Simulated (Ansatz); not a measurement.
GaN (zinc blende)

```xyz
4
Lattice="0.0000 4.4979 4.4979 2.2490 2.2490 4.4979 2.2490 2.2490 0.0000" Properties=species:S:1:pos:R:3 pbc="T T T"
N      3.3734     3.3734     3.3734
N      3.3734     5.6224     5.6224
Ga     0.0000     0.0000     0.0000
Ga     2.2490     4.4979     2.2490
```

The atoms are displaced by Q × the pattern below (from a DFPT mode at X = (0.5, 0.5, 0.0), largest move 1; Q in Å), at fixed cell. (q is in reciprocal vectors of the primitive cell; the cell shown is doubled to hold the pattern.)

```json
[
 {"atom": "N1", "x": "0.000", "y": "0.000", "z": "-1.000"},
 {"atom": "N2", "x": "0.000", "y": "0.000", "z": "1.000"}
]
```

Atoms not listed stay in place.

Method: r2SCAN (plane waves to 500 eV, PAW, scalar-relativistic; Ansatz, a program for electronic structure). k mesh 13×13×13 (Γ-centred), Fermi-Dirac smearing 0.05 eV. E stands for the smeared free energy. GaN was relaxed with its symmetry unable to fall. The zero of ΔE is the undisplaced structure.

### Question
Predict the ΔE (meV/cell) at Q (Å) = -0.180, -0.120, -0.090, -0.030, 0.060, 0.090, 0.120, 0.150.

### Answer
```tsv
Q (Å)	ΔE (meV/cell)
-0.180	782
-0.120	350
-0.090	197
-0.030	22
0.060	88
0.090	197
0.120	350
0.150	545
```

(A displaced cell: forces are minus the slopes of the energy, force constants its curvatures, and phonons follow from these.)
